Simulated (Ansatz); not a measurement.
CoC$_{6}$ in space group Amm2 (No. 38; Pearson symbol oS14), the program Ansatz at the PBE level (PAW), all energies at zero smearing, with the estimated change up to a 700 eV cutoff added, with one set of potentials and settings (totals compare only within such a set). Cell of 7 atoms (6 C, 1 Co): -6628.828 eV.

| element | reference phase | E (eV/atom) |
|---|---|---|
| C | P6_3/mmc, 4 atoms in the cell | -250.9463 |
| Co | P6_3/mmc, 2 atoms in the cell, spin-polarised | -5126.1613 |

Formation energy per atom, worked out: (-6628.828 − 6×(-250.9463) − 1×(-5126.1613))/7 = 0.430 eV/atom (42 kJ per mol of atoms), at 0 K, without zero-point energy or fitted corrections.

The start of the workflow was typed in or built on a structure type; neither database checked (COD, Materials Project) lists it. Whether it is the stable phase at ambient conditions was not checked. The cell was relaxed with PBE under the symmetry of its start; whether a distortion lowers the energy is not shown. Spin order of the final state: ferromagnetic, the only order run, not a proven ground state. The cell computed holds one magnetic atom, so no antiferromagnetic order was within reach. Its formation energy is positive at this level, so the cell may be metastable or incomplete. The references are the lowest solids computed at this level, not always the standard phases.

Potentials: the earlier of the program's two PAW sets.
